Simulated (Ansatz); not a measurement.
# PbO: levels and charges under dearer methods

A database entry relaxed whole under r2SCAN at zero pressure (P4/nmm, No. 129):

```
CELL_PARAMETERS angstrom
3.98808 0.00000 0.00000
0.00000 3.98808 0.00000
0.00000 0.00000 5.32851
ATOMIC_POSITIONS crystal
Pb 0.00000 0.50000 0.22289
Pb 0.50000 0.00000 0.77711
O 0.00000 0.00000 0.00000
O 0.50000 0.50000 0.00000
```

Its volume is 21.19 Å³ an atom, +6.3 % against the entry's 19.94, which is old or was flagged in a check.

Single points on this cell with plane-wave PAW DFT (Ansatz 0.2.0; r2SCAN 500 eV, hybrids 420 eV; fermi-dirac occupations of width 0.020 eV; no moments): r2SCAN on a 8×8×6 Γ-centred mesh; r2SCAN with spin-orbit coupling on a 8×8×6 Γ-centred mesh; HSE06 on a 6×6×6 Γ-centred mesh; PBE0 on a 6×6×6 Γ-centred mesh.

Problem. What does each level give for gap and charges?

Solution. The runs give:

| level | gap (eV), or kind | pressure (GPa) | Bader charge of Pb (e) | Bader charge of O (e) |
| --- | --- | --- | --- | --- |
| r2SCAN | 1.84 | 0.0 | +1.23 | -1.23 |
| r2SCAN with spin-orbit coupling | 1.79 | -0.2 | +1.20 | -1.20 |
| HSE06 | 2.24 | -0.5 | +1.25 | -1.25 |
| PBE0 | 2.90 | -0.6 | +1.25 | -1.25 |

Under r2SCAN the gap is 1.84 eV, over mesh and band path. HSE06 moves it by +0.39 eV and PBE0 by +1.06 eV; PBE0 keeps its exact exchange at long range, which widens the gap over HSE06's by 0.66 eV on their common mesh. Spin-orbit coupling moves the r2SCAN gap by -0.05 eV.

Caveats: the relaxation kept the start's symmetry; HSE06 is read on its mesh and at the zone's corners, PBE0 on its mesh alone; hybrid pressures are good to a few tenths of a GPa; no dispersion correction, so weakly bound layers or chains stand too far apart and gaps read wide; pressure is positive in compression.
